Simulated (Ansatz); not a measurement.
Relaxed KBr (rock salt):

```
CELL_PARAMETERS angstrom
      0.00000     3.35261     3.35261
      3.35261     0.00000     3.35261
      3.35261     3.35261     0.00000
ATOMIC_POSITIONS crystal
  Br 0.00000 0.00000 0.00000
  K  0.50000 0.50000 0.50000
```

In each cell atom 1 (Br, nearest neighbour K at 3.353 Å; its periodic images, 4.7 Å or more away, move with it) moves by s·(-1.000, 0.000, 0.000) (towards the nearest neighbour), the rest being held.

All values below come from PBE (plane waves to 420 eV, PAW, scalar-relativistic; Ansatz, a first-principles code). k mesh 7×7×7 (Γ-centred), Fermi-Dirac smearing 0.05 eV. The energy includes the smearing's −TS. Left out: 2 of 11 points, with atoms too close for the PAW data. KBr was relaxed with its symmetry unable to fall. The zero of ΔE is the undisplaced structure.

```json
[
 {"s (Å)": "-0.808", "ΔE (meV/cell)": "723"},
 {"s (Å)": "-0.606", "ΔE (meV/cell)": "withheld"},
 {"s (Å)": "-0.404", "ΔE (meV/cell)": "101"},
 {"s (Å)": "-0.202", "ΔE (meV/cell)": "21"},
 {"s (Å)": "0.000", "ΔE (meV/cell)": "0"},
 {"s (Å)": "0.202", "ΔE (meV/cell)": "21"},
 {"s (Å)": "0.404", "ΔE (meV/cell)": "101"},
 {"s (Å)": "0.606", "ΔE (meV/cell)": "withheld"},
 {"s (Å)": "0.808", "ΔE (meV/cell)": "723"}
]
```

Question: Fit an even polynomial form (powers 2, 4) to the given rows and predict ΔE at s = 0.606.

Answer: Least squares on the 7 given rows: ΔE = (457.7)·s² + (995.2)·s⁴, in meV/cell with s in Å; root-mean-square residual 0.4 meV/cell. At 0.606 the fit gives 302 meV/cell; the calculation gives 297 meV/cell, so the interpolation is off by 5 (+1.7 %). The quadratic term alone would give 168 meV/cell.

(A displaced cell: forces are minus the slopes of the energy, force constants its curvatures, and phonons follow from these.)
